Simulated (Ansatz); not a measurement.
## Map of one atom of the cell for CsPbCl3 (cubic perovskite)

Starting cell, CsPbCl3 (cubic perovskite):

```
CsPbCl3
1.0
    5.67350     0.00000     0.00000
    0.00000     5.67350     0.00000
    0.00000     0.00000     5.67350
Cs Pb Cl
1 1 3
Direct
  0.00000   0.00000   0.00000
  0.50000   0.50000   0.50000
  0.00000   0.50000   0.50000
  0.50000   0.50000   0.00000
  0.50000   0.00000   0.50000
```

Two-dimensional scan of atom 1 (Cs, nearest neighbour Cl at 4.012 Å; its periodic images, 5.7 Å or more away, move with it): u runs along (1.000, 0.000, 0.000), v along (0.000, 0.000, 1.000) (Cartesian). Cell and other atoms are fixed.

Computed with r2SCAN (plane waves to 500 eV, PAW, scalar-relativistic; Ansatz, an electronic-structure program). k mesh 5×5×5 (Γ-centred), Fermi-Dirac smearing 0.05 eV. Energies are smeared free energies. Fu and Fv are the components of the force on the atom. CsPbCl3 was relaxed with its symmetry unable to fall. Spin-orbit coupling is left out, though Pb is heavy. This is a high-temperature form of CsPbCl3. ΔE is measured from the undisplaced structure. Axes are in Å.

ΔE (eV/cell), with u across and v down:

| v \ u | -0.600 | -0.400 | -0.200 | 0.000 | 0.200 | 0.400 | 0.600 |
|---|---|---|---|---|---|---|---|
| -0.600 | 0.1690 | 0.0925 | 0.0545 | 0.0432 | 0.0545 | 0.0925 | 0.1690 |
| -0.400 | 0.0925 | 0.0447 | 0.0219 | 0.0154 | 0.0219 | 0.0447 | 0.0925 |
| -0.200 | 0.0545 | 0.0219 | 0.0073 | 0.0032 | 0.0073 | 0.0219 | 0.0545 |
| 0.000 | 0.0432 | 0.0154 | 0.0032 | 0.0000 | 0.0032 | 0.0154 | 0.0432 |
| 0.200 | 0.0545 | 0.0219 | 0.0073 | 0.0032 | 0.0073 | 0.0219 | 0.0545 |
| 0.400 | 0.0925 | 0.0447 | 0.0219 | 0.0154 | 0.0219 | 0.0447 | 0.0925 |
| 0.600 | 0.1690 | 0.0925 | 0.0545 | 0.0432 | 0.0545 | 0.0925 | 0.1690 |

Fu (eV/Å), with u across and v down:

```
v \ u   -0.600  -0.400  -0.200  0.000  0.200  0.400  0.600
------  ------  ------  ------  -----  -----  -----  -----
-0.600    0.51    0.27    0.12   0.00  -0.12  -0.27  -0.51
-0.400    0.32    0.17    0.07   0.00  -0.07  -0.17  -0.32
-0.200    0.22    0.11    0.04   0.00  -0.04  -0.11  -0.22
0.000     0.19    0.09    0.03   0.00  -0.03  -0.09  -0.19
0.200     0.22    0.11    0.04   0.00  -0.04  -0.11  -0.22
0.400     0.32    0.17    0.07   0.00  -0.07  -0.17  -0.32
0.600     0.51    0.27    0.12   0.00  -0.12  -0.27  -0.51
```

Key numbers:

| Property | Value |
|---|---|
| Lowest place on the grid | u = 0.000 Å, v = 0.000 Å (0.0 meV/cell) |
| Highest place on the grid, met at several equal points | u = -0.600 Å, v = -0.600 Å; u = 0.600 Å, v = -0.600 Å; u = -0.600 Å, v = 0.600 Å; u = 0.600 Å, v = 0.600 Å (169.0 meV/cell) |

The 49 points together took about 16 core-minutes (a rough figure).

(For displaced atoms, the force is minus the slope of the energy, and its curvature is a force constant, which sets phonon frequencies.)
